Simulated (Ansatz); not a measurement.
**Fields on a plane of ZrGe2 (space group Cmcm)**

```yaml
crystal:
  lattice:
    - [1.88060, -7.41773, 0.00000]
    - [1.88060, 7.41773, 0.00000]
    - [0.00000, 0.00000, 3.73178]
  atoms:
    - { symbol: Zr, position: [0.10479, 0.89521, 0.75000] }
    - { symbol: Zr, position: [0.89521, 0.10479, 0.25000] }
    - { symbol: Ge, position: [0.44092, 0.55908, 0.75000] }
    - { symbol: Ge, position: [0.55908, 0.44092, 0.25000] }
    - { symbol: Ge, position: [0.25025, 0.74975, 0.25000] }
    - { symbol: Ge, position: [0.74975, 0.25025, 0.75000] }
```

The slice is a (130) plane (indices of the conventional cell) through the point (0.559, 0.441, 0.250) (fractional), spanned by u = [001] and v = [210] in vectors of this cell: u (3.73 Å) and v (9.32 Å, at 90° to u). It covers one period; positions are fractions (u, v).

Atoms on it: Zr at (0.00, 0.67); Ge at (0.00, 0.00); Ge at (0.00, 0.36), 0.2 Å off the plane. Other atoms lie within 1 Å of the plane.

Computed with LDA (plane waves to 420 eV, PAW, scalar-relativistic; Ansatz, a quantum-chemistry and plane-wave program). k mesh 13×13×13. Near the nuclei the fields are pseudised (PAW); where an atom keeps semicore shells as valence, they peak there. ZrGe2 is run without spin polarisation. ZrGe2 was relaxed with its symmetry unable to fall.

```
|8642100001247|
|4421100001124|
|2211111111112|
|1111111111111|
|0000111111000|
|0000011110000|
|2110001100011|
|4321000000123|
|5542000000245|
|5553100001355|
|5553100001355|
|5542000000245|
|4431000000134|
|2210000000012|
|1100000000001|
|1100000000001|
|1110000000011|
|3321000000123|
|6531000001135|
|8742100001247|
|8642100001247|
|5421100001124|
|2211000000112|
|1110001100011|
|0000011110000|
|0000011110000|
|0000011110000|
|1100000000001|
|2211000000112|
|4421100001124|
|8742100001247|
|9842100001248|
```
Scale: ten equal steps from -0.86 (start of '0') to 1.75 (end of '9'), in the order '0123456789'. Values: log₁₀ of the valence density in e/Å³. The map has 13 points along u (one character each, u = 0 at the left) and 32 along v (v = 0 in the bottom row). The scale is logarithmic, as a density can span decades between atoms and voids.

```
|xxxx::==++==----==++==::xx|
|  ..--==++==----==++==--..|
|----==++++==----==++++==--|
|====++++++========++++++==|
|::::--++++++====++++++--::|
|    ..--++********++--..  |
|::..  ..==**####**==..  ..|
|@@%%++....==****==....++%%|
|xx@@@@==  ..----..  ==@@@@|
|xxxx@@**    ::::    **@@xx|
|xxxx@@**    ::::    **@@xx|
|xx@@@@==  ..::::..  ==@@@@|
|@@@@++..  ::----::  ..++@@|
|--::    ..--====--..    ::|
|......::--========--::....|
|++++++==------------==++++|
|++++++++----::::----++++++|
|----======::::::::======--|
|xx  --====::....::====--  |
|xxxx..--==::....::==--..xx|
|xxxx::==++--....--++==::xx|
|  ..==++++--....--++++==..|
|====++**==::....::==**++==|
|++****==::..    ..::==****|
|++==--..    ....    ..--==|
|::::..      ....      ..::|
|----::      ....      ::--|
|++++++--            --++++|
|==++++++--        --++++++|
|..::==++++::....::++++==::|
|xxxx::++**==::::==**++::xx|
|xxxx..==++==::::==++==..xx|
```
Scale: ten equal steps from 0.11 (start of ' ') to 0.80 (end of '@'), in the order ' .:-=+*#%@'. Values: electron localisation function (ELF). The map has 13 points along u (two characters each, u = 0 at the left) and 32 along v (v = 0 in the bottom row). Points within 0.5 Å of a nucleus are blanked (x), as the pseudised field means little there.
